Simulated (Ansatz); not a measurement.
The end point of a relaxation of SrVO₃. These are PBEsol (plane waves to 420 eV, PAW, scalar-relativistic; Ansatz, an electronic-structure program) values and carry that method's errors.

```
CELL_PARAMETERS angstrom
      3.80930     0.00000     0.00000
      0.00000     3.80930     0.00000
      0.00000     0.00000     3.80930
ATOMIC_POSITIONS crystal
  O  0.50000 0.00000 0.00000
  O  0.00000 0.50000 0.00000
  O  0.00000 0.00000 0.50000
  Sr 0.50000 0.50000 0.50000
  V  0.00000 0.00000 0.00000
```

Determine the symmetry and give the standard cell with its independent sites.

Space group Pm-3m (No. 221); a = 3.8093 Å, b = 3.8093 Å, c = 3.8093 Å, α = 90.00°, β = 90.00°, γ = 90.00°

| atom | site | symmetry | x | y | z |
|---|---|---|---|---|---|
| O | 3d | 4/mm.m | 0.0000 | 0.0000 | 0.5000 |
| Sr | 1b | m-3m | 0.5000 | 0.5000 | 0.5000 |
| V | 1a | m-3m | 0.0000 | 0.0000 | 0.0000 |

This is the cubic perovskite type.

Give the shortest distances between elements (the closest pairs, up to four, under 3.6 Å).

O–V 1.90 Å; O–Sr 2.69 Å; O–O 2.69 Å; Sr–V 3.30 Å.

```yaml
volume_per_atom: 11.06 Å³
band_gap: zero (metallic)
magnetic_moment: zero (the starting moments vanished)
```

No spin polarisation in the result: the starting moments vanished. The relaxed primitive cell holds an odd number of electrons. A magnetic state may lie lower. The d or f electrons are treated with no Hubbard U.

The run could not lose the symmetry of its start.
